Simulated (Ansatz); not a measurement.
Crystals in the bcc lattice, computed with PBE in Ansatz (plane-wave DFT, scalar-relativistic, harmonic phonons, no LO–TO term at Γ; smeared occupations, about 0.1 eV; no spin; PAW, where unfrozen means all-electron datasets; each on its own modest k mesh, which can be coarse for ε∞).

One of them, on the k mesh 8×8×8 in its relaxed cell of 116.9 Å³ an atom, gives lowest mode at q = [0.5, -0.5, 0.5] (cm⁻¹) 33; top mode at q = [0.5, -0.5, 0.5] (cm⁻¹) 33 (phonons by finite displacements).

Caveats: coarse k mesh.

**Question.** Which crystal is it?
A. Cs
B. Li
C. K
D. Na

**Answer.** A. It is Cs. The others give, for the lowest mode at q = [0.5, -0.5, 0.5] in cm⁻¹: Li 329 on 8×8×8, Na 122 on 8×8×8, K 72 on 8×8×8.
